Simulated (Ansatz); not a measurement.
Given:

BP (zinc blende, F-43m), a = 4.4907 Å, b = 4.4907 Å, c = 4.4907 Å, α = 90.00°, β = 90.00°, γ = 90.00°; the cell used has 2 atoms.

This is the LDA-relaxed structure.

Q: All from DFT-LDA in the program Ansatz with PAW potentials, unless another level is named. Give the hole effective mass, band 1 of 3 at the edge.

A: 0.36 along [100], 2.6 along [110], 0.63 along [111] (mₑ).

Q: Next, the formation energy from the elements (no fitted shifts)?

A: -0.45 eV/atom.

Q: Give the smallest direct gap on the standard path.

A: 3.43 eV.

Q: Predict the hole effective mass, band 3 of 3 at the edge.

A: 0.25 along [100], 0.16 along [110], 0.13 along [111] (mₑ).

Symmetry was held in the LDA relaxation. The references are the lowest solids computed at this level, not always the standard phases.

Potentials: the earlier of the program's two PAW sets. The files were generated under PBE; for other functionals the program regenerates the frozen cores, and for LDA and PBEsol the local potential too.
